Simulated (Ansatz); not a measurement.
Equation of state of germanium, hcp

The calculation used DFT, LDA (PW92), plane waves (420 eV) with PAW, scalar-relativistic (Ansatz). The PAW files were generated under PBE, with cores re-solved for the functional.

The cell is scaled uniformly from the relaxed one, with fractional coordinates and shape fixed. Energies are extrapolated to zero smearing, pressures are those at the given smearing. Magnetic state: spin not included.

```
V (Å³/atom)  E − E₀ (meV/atom)  P (GPa)
     15.793               80.1    13.20
     16.511               33.5     7.90
     17.229                8.1     3.63
     17.947                0.0     0.19
     18.664                5.8    -2.59
     19.382               22.8    -4.83
     20.100               48.9    -6.63
```

Fit a third-order Birch-Murnaghan equation.

V₀ = 17.98 Å³/atom, B₀ = 77 GPa, B₀′ = 4.3.
